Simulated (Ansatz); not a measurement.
TiH:
```
TiH
1.0
    2.94652     0.00000     0.00000
    0.00000     2.94652     0.00000
    0.00000     0.00000     4.55842
Ti H
2 2
Direct
  0.50000   0.00000   0.50000
  0.00000   0.50000   0.00000
  0.00000   0.00000   0.25000
  0.00000   0.00000   0.75000
```

Relaxed with r²SCAN. Special points in fractions of this cell's reciprocal vectors: Γ (0.000, 0.000, 0.000); X (0.000, 0.500, 0.000); M (0.500, 0.500, 0.000); Z (0.000, 0.000, 0.500); R (0.000, 0.500, 0.500); A (0.500, 0.500, 0.500).

Problem. List the band energies nearest the Fermi level at these points for DFT-r²SCAN in the program Ansatz with PAW potentials.

Solution. In eV from the Fermi level; about four levels below and three above (degenerate sets whole), none deeper than 8.9 eV; points with the same levels are listed once.

```
k                    below                above
-  -----------------------  -------------------
Γ        -4.32 -2.83 -2.59       0.07 0.69 0.69
X  -2.43 -0.84 -0.56 -0.08       1.52 1.67 1.90
M  -4.89 -2.67 -2.67 -1.61  2.74 2.85 3.07 3.07
Z  -7.85 -7.85 -1.44 -1.44  0.09 0.09 1.56 1.56
R  -5.20 -2.66 -0.22 -0.08       0.33 0.71 1.04
A  -1.85 -1.85 -0.40 -0.40  1.59 1.59 3.48 3.48
```

Space group P4_2/mmc. The first step of the workflow began from a Materials Project structure, measured or hypothetical; the Crystallography Open Database copy checked does not list it. Its standing as an ambient phase is unchecked. The cell was relaxed with r²SCAN under the symmetry of its start; whether a distortion lowers the energy is not shown. No spin polarisation was allowed.

Potentials: the later of the program's two PAW sets.
